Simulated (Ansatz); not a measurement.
## Slab of diamond Ge (111), 6 layers

The slab is cut from the diamond crystal, the stable phase, as relaxed on PAW files (23.90 Å³/atom), with 16 Å of vacuum and a dipole correction:

```xyz
6
Lattice="4.0736 0.0000 0.0000 -2.0368 3.5278 0.0000 0.0000 0.0000 23.4837" Properties=species:S:1:pos:R:3 pbc="T T T"
Ge    0.0000    0.0000    8.0000
Ge    0.0000    2.3519    8.8315
Ge    0.0000    2.3519   11.3261
Ge    2.0368    1.1759   12.1576
Ge    2.0368    1.1759   14.6522
Ge    0.0000    0.0000   15.4837
```

All numbers are PBE results (scalar-relativistic) from Ansatz 0.2.0, with a Γ-centred 9×9×1 k mesh, Fermi–Dirac smearing of 0.02 eV, no spin polarisation. Methods: LAPW: all electrons, basis error target 1 meV/atom; PAW: frozen-core files, cutoff 420 eV.

The bulk energy comes from a cell in the slab's orientation on a 9×9×3 mesh. The surface energy is (E(slab) − N·E(bulk))/2A at zero smearing, the mean of both faces; thin slabs carry quantum-size effects.

Real surfaces of this kind reconstruct, which a 1×1 cell forbids.

Problem. As cut, the LAPW slab lies 1.788 eV above 6 atoms of bulk. What surface energy is that?

Solution. Over two faces of 14.37 Å² it is 62.2 meV/Å², and times 16.02 J/m² per eV/Å² that gives γ = 0.996 J/m².

```
method  γ as cut (J/m²)  γ relaxed (J/m²)  Φ as cut (eV)  Φ relaxed (eV)
  LAPW            0.996                 ?           4.62            4.61
```

Problem. Give the missing entry: row "LAPW", column "γ relaxed (J/m²)".

Solution. 0.976.

Problem. How do the spacings between the planes relax?

Solution. From the bottom face up: d12 -5.2 % of 0.832 Å, d23 +3.8 % of 2.495 Å, d34 -1.9 % of 0.832 Å, d45 +3.8 % of 2.495 Å, d56 -5.2 % of 0.832 Å.

Problem. What changes if the images along the normal are cut off in place of the dipole correction?

Solution. LAPW then gives: no gap, work function 4.61 eV; PAW: no gap, work function 4.61 eV.

Problem. A 2p core hole is made on one atom of each kind in every 1×1 cell (PAW hole dataset, neutral cell, valence without spin). What does it cost by layer?

Solution. layer 1 1222.09 eV, layer 2 1222.47 eV, layer 3 1222.62 eV. Shifts between layers mean more than the absolute values, and a whole layer of holes screens otherwise than one hole.
